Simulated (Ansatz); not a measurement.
## Structure relaxation, ZnInGaO₄

The start is a randomly generated symmetric cell of ZnInGaO4 (space group No. 6). Cell shape, volume and atoms are optimised at zero target pressure with PBE (plane waves to 420 eV, PAW, scalar-relativistic; Ansatz, a quantum-chemistry and plane-wave program). The first steps use a coarse 6×6×4 k-mesh.

Initial structure:
```yaml
crystal:
  lattice:
    - [3.85380, 0.00000, 0.00000]
    - [0.00000, 3.81333, 0.00000]
    - [-1.57220, 0.00000, 6.46742]
  atoms:
    - { symbol: Ga, position: [0.30498, 0.50000, 0.69668] }
    - { symbol: In, position: [0.52437, 0.00000, 0.55004] }
    - { symbol: O, position: [0.71908, 0.00000, 0.95346] }
    - { symbol: O, position: [0.76487, 0.36094, 0.67706] }
    - { symbol: O, position: [0.76487, 0.63906, 0.67706] }
    - { symbol: O, position: [0.52758, 0.00000, 0.12602] }
    - { symbol: Zn, position: [0.90607, 0.50000, 0.37248] }
```

* **Initial pressure**: +68.1 GPa (positive: the cell is compressed)
* **Largest initial force**: 27.38 eV/Å, on O4, O5 (atoms numbered as listed)
* **Outcome**: The space group stays Pm (No. 6) (the run could not lower it), with 7 atoms in the primitive cell
* **Energy released**: 2.69 eV/atom
* **Volume change**: +28.0 %, from 13.58 to 17.38 Å³/atom
* **Shortest distances (start → end)**: The closest pairs of elements (up to four, under 3.6 Å), start → end: O–O 1.06 → 1.47 Å; In–O 1.76 → 2.03 Å; Ga–O 1.88 → 2.10 Å; O–Zn 2.28 → 2.05 Å
* **Optimiser moves**: 76

Final structure:

```cif
data_GaInO4Zn
_chemical_formula_sum 'Ga1 In1 O4 Zn1'
_space_group_name_H-M_alt 'Pm'
_space_group_IT_number 6
_space_group_name_Hall 'P -2y'
_cell_length_a 5.35299
_cell_length_b 3.65093
_cell_length_c 6.30621
_cell_angle_alpha 90.000
_cell_angle_beta 99.103
_cell_angle_gamma 90.000
loop_
_atom_site_label
_atom_site_type_symbol
_atom_site_symmetry_multiplicity
_atom_site_Wyckoff_symbol
_atom_site_fract_x
_atom_site_fract_y
_atom_site_fract_z
_atom_site_occupancy
Ga1 Ga 1 b 0.06420 0.50000 0.11237 1
In1 In 1 a 0.66133 0.00000 0.35791 1
O1 O 1 a 0.02238 0.00000 0.28214 1
O2 O 2 c 0.43117 0.29804 0.10572 1
O3 O 1 a 0.63062 0.00000 0.67537 1
Zn1 Zn 1 b 0.70632 0.50000 0.81978 1
```

Final values are on a 6×9×6 k-mesh of the relaxed cell. The relaxed cell holds bonded O–O pairs (1.47 Å). No spin polarisation in the result.

The run could not lose the symmetry of its start, so the end can be a saddle point.

The relaxed structure here is a generated cell of ZnInGaO4: the first start was made by a random draw of sites in a space group, and the end was not matched to a known phase here, so it may be hypothetical. Known forms of ZnInGaO4 include space group No. 160.
